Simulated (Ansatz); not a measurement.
Total density of states per atom from PBE in the plane-wave PAW code Ansatz, in 0.25 eV bins, energy from the Fermi level:

```
E (eV) | states/eV/atom
    -7.85 | ########## 0.29
    -7.60 | ######## 0.24
    -7.35 | ######### 0.26
    -7.10 | ################## 0.54
    -6.85 | ############## 0.42
    -6.60 | ############# 0.38
    -6.35 | ############# 0.37
    -6.10 | ################# 0.50
    -5.85 | ################### 0.56
    -5.60 | ################## 0.54
    -5.35 | ###################### 0.65
    -5.10 | ####################### 0.68
    -4.85 | ####################### 0.68
    -4.60 | ##################### 0.63
    -4.35 | ###################### 0.65
    -4.10 | ################# 0.50
    -3.85 | ################# 0.50
    -3.60 | ############################## 0.88
    -3.35 | ##################### 0.62
    -3.10 | ################### 0.56
    -2.85 | ################# 0.50
    -2.60 | ################## 0.53
    -2.35 | ########################### 0.79
    -2.10 | ############################# 0.86
    -1.85 | #################### 0.58
    -1.60 | ################### 0.56
    -1.35 | ##################### 0.63
    -1.10 | ################### 0.57
    -0.85 | ################ 0.47
    -0.60 | ########### 0.33
    -0.35 | ############ 0.36
    -0.10 | ############# 0.37
     0.15 | ########## 0.30
     0.40 | ########### 0.33
     0.65 | ################ 0.46
     0.90 | ################## 0.53
     1.15 | #################### 0.58
     1.40 | ############ 0.36
     1.65 | ######## 0.23
     1.90 | ########## 0.29
     2.15 | ################# 0.49
     2.40 | ################ 0.47
     2.65 | ########## 0.29
     2.90 | ########### 0.33
     3.15 | ############### 0.43
     3.40 | ################ 0.48
     3.65 | ############## 0.42
     3.90 | ############ 0.36
     4.15 | ############# 0.37
     4.40 | ############ 0.36
     4.65 | ################## 0.52
```

Q: Pick the material that matches.
A. B, Cmce (B on 8f)
B. ZrB2, P6/mmm (Zr on 1a, B on 2d)
C. SnS2, P6_3/mmc (Sn on 2c, S on 4f)
D. AlB2Ru2, Cmmm (Al on 2a, Ru on 4j, B on 4i)

A: D, AlB2Ru2, Cmmm (Al on 2a, Ru on 4j, B on 4i). Within 0.5 eV of the Fermi level: Ru 4d 72 %, B 2p 15 %, Al 3p 7 %. Projections are on Löwdin-orthogonalised atomic valence shells; empty p or d shells of many metals are not among them.

The start of the workflow was typed in or built on a structure type; neither database checked (COD, Materials Project) lists it. Whether it is the stable phase at ambient conditions was not checked. Symmetry was held in the PBE relaxation; its stability against distortions is not shown here. No spin polarisation was allowed. The volume moved by 19 % from the start of the relaxation. Scalar-relativistic: spin–orbit coupling is off unless named, which matters more the heavier the elements.

Potentials: the later of the program's two PAW sets.
